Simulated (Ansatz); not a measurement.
# Calculated with Ansatz: Cd2Se, relaxation

The command:

```bash
ansatz run input.yaml --threads 2 --pin off --max-ram 4096MiB --backend cpu --events-out ev --progress --plain --runs-dir out
```

input.yaml:

```yaml
crystal:
  lattice:
    - [3.817154, -0.089939, 0.281315]
    - [-0.3279, 4.220176, 0.409387]
    - [0.066806, -0.470891, 4.493154]
  atoms:
    - { symbol: Cd, position: [0.68043, 0.68742, 0.363784] }
    - { symbol: Cd, position: [0.232017, 0.841254, 0.887536] }
    - { symbol: Se, position: [0.140867, 0.220753, 0.402623] }
kpoints:
  mp_grid: { grid: [5, 4, 4], shift: [0.5, 0.0, 0.0] }
magnetization:
  spin_polarized: false
scf:
  occupations: { method: fermi_dirac }
  lower_state_search: "off"
hamiltonian:
  pseudopotentials: { kind: paw }
  xc: pbe
basis:
  ecutwfc: 420
  fft_grid_basis: typed
relax:
  max_steps: 80
  cell: { p_target: 20.0 }
  f_tol: 0.03
output:
  forces: true
  stress: true
  eigenvalues: true
  bader: true
  populations: true
  elf: true
  write_potential: true
  volumetric_format: npy
  dos:
    e_range: [-12, 8]
    de: 0.05
    projected: { site_lists: { Cd: [Cd], Se: [Se] } }
checkpoint:
  read: saved_state
```

Origin of the cell: a disordered cell, so it need not be a known compound.

The smearing width isn't typed, so it takes its default of 0.1 eV.

The saved state is a converged single point of the same cell.

Steps («new basis» is an SCF on plane waves selected anew at the same cell):

```tsv
step	ΔH (meV/atom)	max force component (eV/Å)	P (GPa)	volume (Å³)	SCF iterations	step was
1	0.0	0.298	4.50	72.95	5	accepted
2	-210.6	0.170	14.79	64.32	8	accepted
3	-258.5	0.190	21.13	60.70	7	accepted
4	-298.7	0.342	21.92	59.84	8	accepted
5	-348.1	0.403	19.48	59.90	8	accepted
6	-402.7	0.422	17.50	59.43	8	accepted
7	-465.0	0.384	17.28	58.36	8	accepted
8	-437.6	0.907	22.74	56.52	8	rejected
9	-483.9	0.149	18.58	57.70	12	accepted
10	-496.1	0.062	19.45	57.34	7	accepted
11	-498.6	0.042	19.67	57.29	6	accepted
12	-497.9	0.011	19.93	57.16	7	rejected
13	-499.8	0.006	20.13	57.11	11	accepted
14	-499.9	0.001	20.01	57.17	4	accepted
15	-498.9	0.001	19.97	57.17	7	new basis
16	-498.9	0.001	20.00	57.15	3	accepted
17	-498.9	0.001	20.00	57.15	5	new basis
```

Before:

Space group P1 (No. 1); the run's cell has a = 3.829 Å, b = 4.253 Å, c = 4.518 Å, α = 90.51°, β = 84.82°, γ = 95.34°. Shortest distances: Cd–Se 2.72 Å, Cd–Cd 2.90 Å.

The relaxed structure.

Space group C2/m (No. 12); the run's cell has a = 3.778 Å, b = 3.990 Å, c = 3.990 Å, α = 101.43°, β = 79.02°, γ = 100.98°. Shortest distances: Cd–Se 2.65 Å, Cd–Cd 2.70 Å.

```
CELL_PARAMETERS angstrom
3.74603 -0.26973 0.41353
-0.48390 3.96078 0.02135
0.27953 -0.78374 3.90255
ATOMIC_POSITIONS crystal
Cd 0.68642 0.58119 0.21994
Cd 0.34912 0.91843 0.88269
Se 0.01777 0.24981 0.55131
```

```yaml
Enthalpy_lowered_by: 498.9 meV/atom
Volume_change: -21.65 %
Final_pressure: 20.00 GPa
Relaxation_steps_listed: 17
Gap_on_the_mesh: none (metal)
```

Caveats: the k mesh is coarse if the cell is a metal.

It ran for 200 s of wall time on 2 CPU thread(s) of a shared host, from a saved density.
